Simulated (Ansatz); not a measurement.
BeS:
```
CELL_PARAMETERS angstrom
      0.00000     2.31689     2.31689
      2.31689     0.00000     2.31689
      2.31689     2.31689     0.00000
ATOMIC_POSITIONS crystal
  S  0.00000 0.00000 0.00000
  Be 0.50000 0.50000 0.50000
```

Relaxed with r²SCAN.

### Question
Give the Bader charges and basin volumes of the independent atoms, the program Ansatz at the r²SCAN level (PAW).

### Answer


| atom | Bader charge (e) | Bader volume (Å³) |
|---|---|---|
| S1 | -1.69 | 22.8 |
| Be2 | +1.69 | 2.1 |

Space group Fm-3m (rock salt). The start of the workflow was typed in or built on a structure type; neither database checked (COD, Materials Project) lists it. COD files the formula under space group No. 216. Whether it is the stable phase at ambient conditions was not checked. The r²SCAN relaxation kept the symmetry of its start; its stability against distortions is not shown here.

Potentials: the earlier of the program's two PAW sets. The files were generated under PBE; for other functionals the program regenerates the frozen cores, and for LDA and PBEsol the local potential too.
